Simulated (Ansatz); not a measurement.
GaAs in space group Pm-3n (No. 223; Ga on 6c, As on 6d) at seven volumes, r²SCAN in the plane-wave PAW code Ansatz, scaled uniformly. One row is withheld.

| V (Å³/atom) | P (GPa) |
|---|---|
| 25.860 | ? |
| 26.713 | 3.90 |
| 27.565 | 1.79 |
| 28.418 | 0.00 |
| 29.270 | -1.51 |
| 30.123 | -2.79 |
| 30.975 | -3.86 |

Task: Fit the shown pressures and predict the withheld one.

Result: Third-order Birch–Murnaghan: P = (3/2)B₀(x^(7/2) − x^(5/2))[1 + (3/4)(B′ − 4)(x − 1)] with x = (V₀/V)^(2/3). Least squares on the six rows gives V₀ = 28.418 Å³/atom, B₀ = 54.67 GPa, B′ = 4.62. At V = 25.860, x = 1.0649 and P = 6.42 GPa. The run itself gave 6.40 GPa.

The start of the workflow was typed in or built on a structure type; neither database checked (COD, Materials Project) lists it. It is not the phase usual at ambient conditions (space group No. 216). The r²SCAN relaxation kept the symmetry of its start; its stability against distortions is not shown here. The volume moved by 22 % from the start of the relaxation.

Potentials: the earlier of the program's two PAW sets.
